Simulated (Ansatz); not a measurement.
Sn started on a Si site in chalcopyrite CdSiP2, 16 atoms, charge 0

A calculation with Ansatz 0.2.0 (PAW, plane waves); the settings stand in the input.

The input as it was run:

```yaml
crystal:
  lattice:
    - [5.644728, -0.000031, -0.000014]
    - [-0.000031, 5.644728, -0.000014]
    - [-0.000025, -0.000025, 10.500629]
  atoms:
    - { symbol: Cd, position: [0.979265, 0.002807, 0.009200] }
    - { symbol: Cd, position: [0.993236, 0.526680, 0.241776] }
    - { symbol: Cd, position: [0.510554, 0.018369, 0.751457] }
    - { symbol: Cd, position: [0.497711, 0.499310, 0.502766] }
    - { symbol: Si, position: [0.998486, 0.992803, 0.486160] }
    - { symbol: Si, position: [0.483729, 0.494802, 0.012191] }
    - { symbol: Si, position: [0.001264, 0.508890, 0.751165] }
    - { symbol: Sn, position: [0.510031, 0.007010, 0.241641] }
    - { symbol: P, position: [0.292052, 0.263910, 0.122421] }
    - { symbol: P, position: [0.183356, 0.250977, 0.623269] }
    - { symbol: P, position: [0.703931, 0.728372, 0.110672] }
    - { symbol: P, position: [0.739924, 0.202057, 0.378342] }
    - { symbol: P, position: [0.239019, 0.789239, 0.385376] }
    - { symbol: P, position: [0.234075, 0.705510, 0.875473] }
    - { symbol: P, position: [0.805448, 0.758594, 0.615096] }
    - { symbol: P, position: [0.753081, 0.292640, 0.883280] }
kpoints:
  mp_grid: { grid: [2, 2, 2], shift: [0.5, 0.5, 0.5] }
hamiltonian:
  xc: pbesol
  dispersion: rvv10
scf:
  occupations: { method: fermi_dirac, width: 0.01 }
  max_iter: 70
  mixing: { beta: 0.2 }
output:
  forces: true
  eigenvalues: true
  stress: true
```

Launch command:

```sh
ansatz run in.yaml --threads 8 --pin off --max-ram 13300MiB --runs-dir r --events-out ev --progress --plain
```

The output:

```
Error: inconsistent input (hamiltonian.dispersion, hamiltonian.xc): `dispersion: rvv10` has no transferable b for PBE exchange — Sabatini et al. (2013) fitted b=6.3 to rPW86, and the PBE refits of Peng & Perdew (2017) are task-dependent (b=6.6 S22 / b=10.0 layered). Use `xc: {exchange: rpw86, correlation: pbe}` for the original rVV10 or `xc: r2scan` for the r²SCAN+rVV10 pairing
```

The input was rejected before any iteration.
